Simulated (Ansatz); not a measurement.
Does relaxation matter for the field gradients of SiO2?

Start: an entry of the Crystallography Open Database (COD), atoms as given.

```
Si O
1.0
     4.90800    0.00000    0.00000
     0.00000    4.90800    0.00000
     0.00000    0.00000    6.78400
Si O
4 8
Direct
  0.30830 0.30830 0.00000
  0.19170 0.80830 0.25000
  0.69170 0.69170 0.50000
  0.80830 0.19170 0.75000
  0.23870 0.11610 0.18650
  0.38390 0.73870 0.43650
  0.76130 0.88390 0.68650
  0.61610 0.26130 0.93650
  0.73870 0.38390 0.56350
  0.88390 0.76130 0.31350
  0.26130 0.61610 0.06350
  0.11610 0.23870 0.81350
```

Sites (sets of like atoms) are named by element and the number of their first atom in this list.

Computed with Ansatz: DFT, PBE, plane waves and PAW, scalar-relativistic, 420 eV cutoff, Γ-centred 5×5×4 k-points, Fermi–Dirac smearing 0.02 eV.

The largest force at the start is 0.88 eV/Å. Relaxing the ions at fixed cell moves them by 0.082 Å at most (atom 9, O) and 0.069 Å rms.

```csv
site,atom,moved (Å),first shell before,first shell after,V_zz before (10²¹ V/m²),η before
Si,1,0.028,4 O at 1.59–1.61 Å,4 O at 1.62–1.63 Å,-1.16,0.72
O,5,0.082,"2 Si at 1.59–1.61 Å, angle 143°","2 Si at 1.62–1.63 Å, angle 139°",8.76,0.20
```

**Question.** What are V_zz and η after the relaxation?

**Answer.** 

```
site  atom  V_zz after  η after  change of V_zz
  Si     1       -0.46     0.81           +0.70
   O     5        9.16     0.24           +0.40
```

The largest change of V_zz is on Si, from -1.16 to -0.46. In per cent, |V_zz| changes by -60 on Si, +5 on O (all sites that start above 0.5).

The cell is 5 % smaller than that of α-cristobalite at ambient conditions, so the entry probably stands for a crystal under pressure.
